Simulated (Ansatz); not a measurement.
Mo$_{3}$Ir (Cu3Au type, Pm-3m) under volume change, PBEsol in the plane-wave PAW code Ansatz, scaled uniformly.

```json
[
 {"V (Å³/atom)": "13.640", "E − E(relaxed) (meV/atom)": "133.8", "P (GPa)": "34.53"},
 {"V (Å³/atom)": "14.090", "E − E(relaxed) (meV/atom)": "56.2", "P (GPa)": "21.13"},
 {"V (Å³/atom)": "14.540", "E − E(relaxed) (meV/atom)": "13.3", "P (GPa)": "9.73"},
 {"V (Å³/atom)": "14.989", "E − E(relaxed) (meV/atom)": "0.0", "P (GPa)": "0.00"},
 {"V (Å³/atom)": "15.439", "E − E(relaxed) (meV/atom)": "(withheld)", "P (GPa)": "(withheld)"},
 {"V (Å³/atom)": "15.889", "E − E(relaxed) (meV/atom)": "45.5", "P (GPa)": "-15.39"},
 {"V (Å³/atom)": "16.339", "E − E(relaxed) (meV/atom)": "(withheld)", "P (GPa)": "(withheld)"}
]
```

**Question.** Complete the blanks.

**Answer.** 
- 16.339, E − E(relaxed) (meV/atom): 97.3
- 16.339, P (GPa): -21.39
- 15.439, E − E(relaxed) (meV/atom): 12.0
- 15.439, P (GPa): -8.31

**Question.** What does a third-order Birch–Murnaghan fit give for V₀, B₀ and B′?

**Answer.** V₀ = 14.99 Å³/atom, B₀ = 299 GPa, B′ = 4.3.

A made-up cell: these elements were put on the sites of a structure type; neither database checked (COD, Materials Project) lists it. Whether it is the stable phase at ambient conditions was not checked. The cell was relaxed with PBEsol under the symmetry of its start; of distortions, only those at the zone centre were tested. The run is not spin-polarised. Scalar-relativistic: spin–orbit coupling is off unless named, which matters more the heavier the elements.

Potentials: the earlier of the program's two PAW sets.
